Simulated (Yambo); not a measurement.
```xyz
2
Lattice="3.9999 0.0000 0.0000 0.0000 3.9999 0.0000 0.0000 0.0000 3.9999" Properties=species:S:1:pos:R:3 pbc="T T T"
Br     2.0000     2.0000     2.0000
Tl     0.0000     0.0000     0.0000
```

TlBr (CsCl type, space group Pm-3m, No. 221): G0W0@PBEsol in Yambo (4×4×4 Γ-centred k mesh, 143 bands and a 10 Ry block in the screening, 143 bands in G with the Bruneval-Gonze terminator, plasmon pole fitted at 27.2 eV) on wavefunctions from Quantum ESPRESSO. With the symmetry operations that carry no fractional translation, the mesh has 10 irreducible k points, and the gap X → X is 2.973 eV.

Task: What changes when point-group symmetry is switched off and time reversal alone is kept?

Result: The mesh then has 36 irreducible points. The exact result doesn't change; the run gives 2.972 eV, and the difference is numerical residue, whose source wasn't traced. Rough time against the symmetric run: about 4× for the empty bands, about 3× for Yambo (2 states against 4).

Spin-orbit coupling is not included.

Geometry of the Materials Project entry, not relaxed at this level.
